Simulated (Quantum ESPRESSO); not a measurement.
# GaAlSiZnN4: convergence and cost over cutoff and k mesh

A calculation, not a measurement. The program is pw.x of Quantum ESPRESSO 7.5 (plane-wave density functional theory). The cell is made up: 8 atoms on a wurtzite lattice, with randomly drawn elements, strain and displacements, not relaxed. PseudoDojo standard norm-conserving files (v0.5 for PBE, v0.4.1 for LDA and PBEsol) set the functional; there is no spin polarisation, spin-orbit coupling or dispersion term, and the masses in the input are unused placeholders.

Input of the run in row 2:

```
&control calculation='scf', pseudo_dir='./dojo.nc.sr.pbe.v0_5.standard.upf', outdir='./o', disk_io='medium', tprnfor=.true., tstress=.true. /
&system ibrav=0, nat=8, ntyp=5, nbnd=36, ecutwfc=84.00895049, nosym=.true., tot_charge=0,
 occupations='smearing', smearing='fd', degauss=0.0018374661
/
&electrons conv_thr=7.350e-09, electron_maxstep=60, /
ATOMIC_SPECIES
Al 1.0 Al.upf
Ga 1.0 Ga.upf
N 1.0 N.upf
Si 1.0 Si.upf
Zn 1.0 Zn.upf
CELL_PARAMETERS angstrom
3.1844 0.0234 -0.0376
0.0405 5.4881 -0.0336
-0.0614 -0.0317 5.1716
ATOMIC_POSITIONS angstrom
Ga -0.0582 0.0026 0.0643
Al 1.5984 2.809 -0.0789
Si 1.5189 0.9535 2.6056
Zn -0.0126 3.5716 2.5754
N -0.0712 0.0167 1.896
N 1.5029 2.7399 1.9284
N 1.5425 0.9529 4.533
N 0.0222 3.6092 4.5273
K_POINTS automatic
6 4 4 1 1 1
```

The same cell was run at these settings. Meshes are shifted by half a step, and differences are from the last row, which is itself not exact.

| cutoff (eV) | k mesh | k points solved | threshold (eV) | free energy less the last row's (eV) | pressure (GPa) | largest stress difference (GPa) | largest force difference (eV/Å) | iterations | wall time (s) | k-point pools | processor |
| --- | --- | --- | --- | --- | --- | --- | --- | --- | --- | --- | --- |
| 800 | 2 x 2 x 2 | 4 | 1e-04 | 1.660 | -44.19 | 44.88 | 0.210 | 9 | 11 | 1 | AMD EPYC, Zen 5 class |
| 1143 | 6 x 4 x 4 | 48 | 1e-07 | 0.000 | -3.93 | 0.04 | 0.002 | 13 | 171 | 1 | AMD EPYC, Zen 5 class |
| 1437 | 8 x 6 x 6 | 144 | 1e-07 | 0.000 | -3.95 | 0.00 | 0.000 | 13 | 764 | 1 | AMD EPYC, Zen 5 class |

Each pool is one process. Wall times include start-up and a band step at six k points, which weighs most on the coarsest meshes. The runs were on shared virtual cores whose load varied, so times are rough.